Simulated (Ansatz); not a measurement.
## Ir: symmetry broken, then relaxed

Level of theory: DFT PBEsol, scalar-relativistic, plane waves, PAW in Ansatz 0.2.0. The runs took a 420 eV cutoff, a Γ-centred 12×12×8 mesh and Gaussian smearing (0.15 eV). Spin–orbit coupling is left out, which can shift energies with elements as heavy as these. No spin polarisation. Energies are free energies at this smearing, counted from the undisturbed cell; pressure is positive in compression.

The undisturbed cell (relaxed at this level; this form isn't the usual structure):

```
Ir
1.0
     2.71906    0.00000    0.00000
    -1.35953    2.35477    0.00000
     0.00000    0.00000    4.40793
Ir
2
Direct
  0.66667 0.33333 0.75000
  0.33333 0.66667 0.25000
```

The atoms are displaced (Å, in the unstrained cell):

```csv
atom,ux,uy,uz
Ir1,-0.116,0.068,0.015
Ir2,0.116,-0.068,-0.015
```

The cell is strained by (-0.0874, -0.0443, 0.0424, -0.0572, 0.0524, -0.0435) (xx, yy, zz, yz, xz, xy; engineering shear). Cell and atoms are then relaxed.

**Question.** Does the relaxation return to the undisturbed structure?

**Answer.** Yes (up to a choice of domain or origin): same space group and volume, and an energy -0.1 meV/atom from it. The disturbance itself cost 543.2 meV/atom. The final space group reads P6_3/mmc (tolerance 0.05 Å) and the volume changes by 0.00 %.

Final structure:

```
CELL_PARAMETERS angstrom
2.71618 -0.00004 0.00016
-1.35813 2.35241 -0.00017
-0.00008 0.00021 4.41689
ATOMIC_POSITIONS crystal
Ir 0.66666 0.33333 0.75000
Ir 0.33334 0.66667 0.25000
```

The relaxation, step by step (energy from the first step; small jumps at an unchanged geometry come where the plane waves are selected anew for the new cell):

```
step  ΔE (meV/atom) largest force component (eV/Å) pressure (GPa)
   1            0.0                           1.344           60.19
   2         -378.1                           0.653           12.53
   3         -528.2                           0.206            3.30
   4         -540.8                           0.007           -0.22
   5         -541.4                           0.003            0.07
   6         -541.5                           0.000           -0.03
   7         -543.3                           0.000            0.31
   8         -543.3                           0.000            0.03
   9         -543.3                           0.000            0.03
```

Cost: 3 runs of about 3 core-minutes in all, on Arm Neoverse V2 (shared hosts).